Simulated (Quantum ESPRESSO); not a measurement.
Ga3GeN3C, input and log of a self-consistent run

Computed values, not a measurement. The program is pw.x of Quantum ESPRESSO 7.5 (plane-wave density functional theory). The cell is made up: 8 atoms on a zincblende/diamond lattice, with randomly drawn elements, strain and displacements, not relaxed. PseudoDojo standard norm-conserving files (v0.5 for PBE, v0.4.1 for LDA and PBEsol) set the functional; there is no spin polarisation, spin-orbit coupling or dispersion term, and the masses in the input are unused placeholders.

Input:

```
&control calculation='scf', pseudo_dir='./dojo.nc.sr.pbe.v0_5.standard.upf', outdir='./o', disk_io='medium', tprnfor=.true., tstress=.true. /
&system ibrav=0, nat=8, ntyp=4, nbnd=42, ecutwfc=84.00895049, nosym=.true., tot_charge=0,
 occupations='smearing', smearing='fd', degauss=0.0018374661
/
&electrons conv_thr=7.350e-09, electron_maxstep=60, /
ATOMIC_SPECIES
C 1.0 C.upf
Ga 1.0 Ga.upf
Ge 1.0 Ge.upf
N 1.0 N.upf
CELL_PARAMETERS angstrom
4.4705 -0.0337 -0.0073
-0.0337 4.4371 -0.0197
-0.0074 -0.02 4.4765
ATOMIC_POSITIONS angstrom
Ga 0.0109 -0.112 0.0968
Ga -0.0666 2.2379 2.2493
Ge 2.2107 -0.0463 2.2856
Ga 2.2437 2.2607 -0.0645
N 1.0062 0.9929 1.132
C 1.0462 3.2064 3.3089
N 3.3356 1.1547 3.2813
N 3.3206 3.3236 1.1347
K_POINTS automatic
4 4 4 1 1 1
```

The log is shortened where brackets say so; the opening notice, blank lines, dates and the lines on written files are dropped, and the path of the files is cut. It prints rydbergs, bohrs and kilobars, and counts compression as positive stress. With no partly filled state, the Fermi energy that it prints is only some level between the filled and the empty states on the mesh, and need not lie in the true gap.

```
     Program PWSCF v.7.5
     Parallel version (MPI & OpenMP), running on       1 processor cores
     Number of MPI processes:                 1
     Threads/MPI process:                     1
     [start-up lines left out]
     bravais-lattice index     =            0
     lattice parameter (alat)  =       8.4483  a.u.
     unit-cell volume          =     599.1779 (a.u.)^3
     number of atoms/cell      =            8
     number of atomic types    =            4
     number of electrons       =        72.00
     number of Kohn-Sham states=           42
     kinetic-energy cutoff     =      84.0090  Ry
     charge density cutoff     =     336.0358  Ry
     scf convergence threshold =      7.3E-09
     mixing beta               =       0.7000
     number of iterations used =            8  plain     mixing
     Exchange-correlation= PBE
                           (   1   4   3   4   0   0   0)
     [axes and pseudopotential details left out]
   Cartesian axes
     site n.     atom                  positions (alat units)
         1        Ga     tau(   1) = (   0.0024381  -0.0250524   0.0216524  )
         2        Ga     tau(   2) = (  -0.0148972   0.5005779   0.5031279  )
         3        Ge     tau(   3) = (   0.4944937  -0.0103565   0.5112475  )
         4        Ga     tau(   4) = (   0.5018752   0.5056778  -0.0144275  )
         5        N      tau(   5) = (   0.2250688   0.2220938   0.2532080  )
         6        C      tau(   6) = (   0.2340161   0.7172139   0.7401413  )
         7        N      tau(   7) = (   0.7461136   0.2582856   0.7339677  )
         8        N      tau(   8) = (   0.7427584   0.7434294   0.2538119  )
     number of k points=    32  Fermi-Dirac smearing, width (Ry)=  0.0018
                       cart. coord. in units 2pi/alat
        k(    1) = (   0.1261697   0.1274606   0.1256142), wk =   0.0625000
        k(    2) = (   0.1265858   0.1285723   0.3752922), wk =   0.0625000
     [further k points left out]
     Dense  grid:    62325 G-vectors     FFT dimensions: (  50,  50,  50)
     Estimated max dynamical RAM per process >      83.81 MB
     Initial potential from superposition of free atoms
     starting charge      71.9911, renormalised to      72.0000
     Starting wfcs are   52 randomized atomic wfcs
     total cpu time spent up to now is        5.2 secs
     per-process dynamical memory:    48.1 Mb
     Self-consistent Calculation
     iteration #  1     ecut=    84.01 Ry     beta= 0.70
     Davidson diagonalization with overlap
     ethr =  1.00E-02,  avg # of iterations =  3.1
     total cpu time spent up to now is       19.7 secs
     total energy              =    -710.83402413 Ry
     estimated scf accuracy    <       2.10679325 Ry
     iteration #  2     ecut=    84.01 Ry     beta= 0.70
     Davidson diagonalization with overlap
     ethr =  2.93E-03,  avg # of iterations =  3.0
     total cpu time spent up to now is       30.8 secs
     total energy              =    -711.47907386 Ry
     estimated scf accuracy    <       1.64804445 Ry
     iteration #  3     ecut=    84.01 Ry     beta= 0.70
     Davidson diagonalization with overlap
     ethr =  2.29E-03,  avg # of iterations =  2.0
     total cpu time spent up to now is       40.1 secs
     total energy              =    -711.75357897 Ry
     estimated scf accuracy    <       0.03470527 Ry
     iteration #  4     ecut=    84.01 Ry     beta= 0.70
     Davidson diagonalization with overlap
     ethr =  4.82E-05,  avg # of iterations =  7.1
     total cpu time spent up to now is       51.7 secs
     total energy              =    -711.76955925 Ry
     estimated scf accuracy    <       0.00700667 Ry
     iteration #  5     ecut=    84.01 Ry     beta= 0.70
     Davidson diagonalization with overlap
     ethr =  9.73E-06,  avg # of iterations =  5.8
     total cpu time spent up to now is       61.7 secs
     total energy              =    -711.77027920 Ry
     estimated scf accuracy    <       0.00247330 Ry
     iteration #  6     ecut=    84.01 Ry     beta= 0.70
     Davidson diagonalization with overlap
     ethr =  3.44E-06,  avg # of iterations =  2.8
     total cpu time spent up to now is       72.1 secs
     total energy              =    -711.77041356 Ry
     estimated scf accuracy    <       0.00038707 Ry
     iteration #  7     ecut=    84.01 Ry     beta= 0.70
     Davidson diagonalization with overlap
     ethr =  5.38E-07,  avg # of iterations =  2.4
     total cpu time spent up to now is       82.3 secs
     total energy              =    -711.77044999 Ry
     estimated scf accuracy    <       0.00004218 Ry
     iteration #  8     ecut=    84.01 Ry     beta= 0.70
     Davidson diagonalization with overlap
     ethr =  5.86E-08,  avg # of iterations =  3.9
     total cpu time spent up to now is       94.0 secs
     total energy              =    -711.77046218 Ry
     estimated scf accuracy    <       0.00000274 Ry
     iteration #  9     ecut=    84.01 Ry     beta= 0.70
     Davidson diagonalization with overlap
     ethr =  3.81E-09,  avg # of iterations =  3.0
     total cpu time spent up to now is      102.2 secs
     total energy              =    -711.77046302 Ry
     estimated scf accuracy    <       0.00000041 Ry
     iteration # 10     ecut=    84.01 Ry     beta= 0.70
     Davidson diagonalization with overlap
     ethr =  5.76E-10,  avg # of iterations =  2.0
     total cpu time spent up to now is      112.3 secs
     total energy              =    -711.77046305 Ry
     estimated scf accuracy    <       0.00000007 Ry
     iteration # 11     ecut=    84.01 Ry     beta= 0.70
     Davidson diagonalization with overlap
     ethr =  9.13E-11,  avg # of iterations =  3.5
     total cpu time spent up to now is      119.7 secs
     End of self-consistent calculation
          k = 0.1262 0.1275 0.1256 (  7814 PWs)   bands (ev):
   -12.6018 -12.5865 -12.5542 -12.5194 -12.5030  -4.8769  -3.6920  -3.3754
    -2.4085  -2.0548  -2.0083  -1.9785  -1.9580  -1.9273  -1.8745  -1.8247
    -1.8083  -1.7810  -1.7317  -1.6676  -1.6312  -0.6141  -0.4099   1.5244
     4.1358   5.4989   5.7684   7.4346   7.7281   8.2943   8.3950   8.9891
     9.1934  10.2863  11.5170  11.7551  14.4904  14.6852  15.1798  16.4798
    17.4359  18.3836
     [levels at the other k points left out]
     the Fermi energy is    13.4016 ev
!    total energy              =    -711.77046306 Ry
     estimated scf accuracy    <          5.6E-09 Ry
     smearing contrib. (-TS)   =       0.00000000 Ry
     internal energy E=F+TS    =    -711.77046306 Ry
     The total energy is F=E-TS. E is the sum of the following terms:
     one-electron contribution =    -218.18728913 Ry
     hartree contribution      =     177.02537973 Ry
     xc contribution           =    -192.66953730 Ry
     ewald contribution        =    -477.93901637 Ry
     convergence has been achieved in  11 iterations
     Forces acting on atoms (cartesian axes, Ry/au):
     atom    1 type  2   force =     0.01000630    0.02841804   -0.11815192
     atom    2 type  2   force =     0.02791295   -0.04366786   -0.06571406
     atom    3 type  3   force =    -0.03703079    0.01874780   -0.00086706
     atom    4 type  2   force =    -0.03941657   -0.05422404    0.03837319
     atom    5 type  4   force =     0.10313492    0.06312539    0.03675106
     atom    6 type  1   force =     0.05566853    0.10795491    0.03596690
     atom    7 type  4   force =    -0.04638897   -0.11178450    0.04780301
     atom    8 type  4   force =    -0.07388636   -0.00856975    0.02583889
     Total force =     0.291057     Total SCF correction =     0.000281
     Computing stress (Cartesian axis) and pressure
          total   stress  (Ry/bohr**3)                   (kbar)     P=      184.34
   0.00125014   0.00049226   0.00016424          183.90       72.41       24.16
   0.00049226   0.00125637   0.00014398           72.41      184.82       21.18
   0.00016424   0.00014398   0.00125292           24.16       21.18      184.31
     init_run     :      4.29s CPU      5.11s WALL (       1 calls)
     electrons    :    102.96s CPU    114.48s WALL (       1 calls)
     forces       :      1.22s CPU      1.23s WALL (       1 calls)
     stress       :      4.44s CPU      4.47s WALL (       1 calls)
     [timing details left out]
     PWSCF        :   1m53.02s CPU   2m 5.98s WALL
     JOB DONE.
```

In other units: free energy -9684.130 eV for the cell, pressure 18.43 GPa, largest force component 3.038 eV/Å. A rerun of the same cell at another strain at 1437 eV and a 6 x 6 x 6 mesh moved values by no more than 0.005 eV in energy, 0.02 GPa in stress and 0.002 eV/Å in force.